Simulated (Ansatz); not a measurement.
Method: DFT PBE, scalar-relativistic, plane waves, PAW, and for the lanthanide a 4f-in-core norm-conserving potential (Ansatz 0.2.0). Settings: cutoff 690 eV, Γ-centred meshes spaced at most about 0.3 Å⁻¹, and about 0.25 Å⁻¹ or finer for metals (2π included), Gaussian smearing. No spin polarisation in the final relaxations.

These are static total energies at zero pressure.

Two forms of HoS₄ were relaxed alike.

A.

```
CELL_PARAMETERS angstrom
4.83379 0.00000 0.00000
0.00000 4.83379 0.00000
0.00000 0.00000 4.83379
ATOMIC_POSITIONS crystal
Ho 0.00000 0.00000 0.00000
S 0.30885 0.30885 0.30885
S 0.69115 0.69115 0.30885
S 0.30885 0.69115 0.69115
S 0.69115 0.30885 0.69115
```

B.

```
CELL_PARAMETERS angstrom
5.19398 0.00000 0.00000
0.00000 5.19398 0.00000
0.00000 0.00000 5.19398
ATOMIC_POSITIONS crystal
Ho 0.00000 0.00000 0.00000
S 0.50000 0.50000 0.50000
S 0.50000 0.00000 0.00000
S 0.00000 0.50000 0.00000
S 0.00000 0.00000 0.50000
```

Question: Which form is favoured at zero pressure, and by what margin per atom?

Answer: A is lower, by 67 meV/atom. A has space group P-43m (No. 215), 22.6 Å³/atom and no gap on its mesh; B has space group Pm-3m (No. 221), 28.0 Å³/atom and no gap. Counting S atoms around Ho (those within 1.25 times the shortest such distance or 1.15 times the sum of covalent radii, 1.27 where that leaves under three), A has Ho 4 and B has Ho 6. The denser one is the lower, and pressure would at first widen the difference. Even the lower one lies +0.19 eV/atom against the reference forms of the elements (uncorrected), so neither is stable at this level. In A, Ho is surrounded by 4 S at 2.59 Å; around S lie 1 Ho at 2.59 Å and 3 S at 2.61 Å. In B, Ho is surrounded by 6 S at 2.60 Å; around S on a site of symmetry m-3m lie 12 S at 3.67 Å (long against the sum of covalent radii); around S on a site of symmetry 4/mmm lie 2 Ho at 2.60 Å and 12 S at 3.67 Å. Both come from invented guesses. A third cell relaxed alike, in P6/mmm, lies 0.47 eV/atom below the lower of the two.

In P-43m, Pm-3m an odd number of valence electrons (the lanthanide is held trivalent, its 4f shell in the core) allows no gap without spin; another valence of the lanthanide, a larger cell or a magnetic state could open one. S stands nearly free of neighbours here, and without spin polarisation the energy of such atoms comes out too high. A magnetic state wasn't ruled out in cells without spin, among them P-43m, Pm-3m. Cells relaxed within their symmetry can be saddle points.

The lanthanide is trivalent by construction, without f bands, f moments or other valences.
